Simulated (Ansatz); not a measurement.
An Ansatz (an electronic-structure program) input:

Ansatz 0.2 input:
```yaml
crystal:
  lattice:
    - [0.0, 3.4322815971, 3.4322815971]
    - [3.4322815971, 0.0, 3.4322815971]
    - [3.4322815971, 3.4322815971, 0.0]
  atoms:
    - { symbol: Ni, position: [0.125, 0.125, 0.125] }
    - { symbol: Ni, position: [0.625, 0.125, 0.125] }
    - { symbol: Ni, position: [0.125, 0.125, 0.625] }
    - { symbol: Ni, position: [0.125, 0.625, 0.125] }
    - { symbol: Hf, position: [0.5, 0.5, 0.5] }
    - { symbol: Hf, position: [0.75, 0.75, 0.75] }
kpoints:
  mp_grid: { grid: [8, 8, 8] }
  band_path:
    path:
      - [[0.0, 0.0, 0.0], [0.5, 0.0, 0.5], [0.625, 0.25, 0.625]]  # Γ-X-U
      - [[0.375, 0.375, 0.75], [0.0, 0.0, 0.0], [0.5, 0.5, 0.5], [0.5, 0.25, 0.75], [0.5, 0.0, 0.5]]  # K-Γ-L-W-X
    npoints: 12
hamiltonian:
  xc: r2scan
  pseudopotentials: { kind: paw }
magnetization: { noncollinear: true, spin_orbit: true }
scf:
  n_extra_bands: 12
  convergence: { dr2_threshold: 0.0000000001 }
  occupations: { method: gaussian, width: 0.05 }
output: { eigenvalues: true }
```

Question: How many symmetry operations and irreducible k-points will the run report?

Answer: 48 operations, 29 of 512 k-points.

Question: With a cutoff of 500 eV, how many plane waves at Γ?

Answer: 2085.

It took around 9 core-minutes (rough) on shared server cores.

Space group Fd-3m (cubic Laves (MgCu2 type)). The workflow started from an entry of the Crystallography Open Database (COD). Whether it is the stable phase at ambient conditions was not checked. Symmetry was held in the r²SCAN relaxation; whether a distortion lowers the energy is not shown. No spin polarisation was allowed.

Potentials: the later of the program's two PAW sets.

Ansatz is a plane-wave DFT program.
